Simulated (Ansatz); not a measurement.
TaCuN2:
Space group R-3m, hexagonal axes (No. 166); a = b = 3.1011 Å, c = 17.1788 Å, α = β = 90.00°, γ = 120.00°

| atom | site | symmetry | x | y | z |
|---|---|---|---|---|---|
| Ta | 3b | -3m | 0.0000 | 0.0000 | 0.5000 |
| Cu | 3a | -3m | 0.0000 | 0.0000 | 0.0000 |
| N | 6c | 3m | 0.0000 | 0.0000 | 0.1053 |
(The calculation used a cell of 4 atoms; values per cell refer to that cell.)

This is the LDA-relaxed structure.

Problem. All from the program Ansatz at the LDA level (PAW), unless another level is named. Give the Born charges (a third of the trace).

Solution. Ta +7.83, Cu +0.36, N -4.10 e.

Problem. And the electronic dielectric constant ε∞ (DFPT)?

Solution. 17.7 (xx = yy), 14.4 (zz).

Problem. Next, the static dielectric constant ε0 (ions relaxed, cell fixed)?

Solution. 129 (xx = yy), 20.3 (zz).

The workflow started from a Materials Project entry (that database holds measured and hypothetical structures alike); the Crystallography Open Database files this formula in space group No. 166, but the cells were not matched. Whether it is the stable phase at ambient conditions was not checked. Symmetry was held in the LDA relaxation; its stability against distortions is not shown here. No spin polarisation was allowed. Scalar-relativistic: spin–orbit coupling is off unless named, which matters more the heavier the elements.

Potentials: the later of the program's two PAW sets.
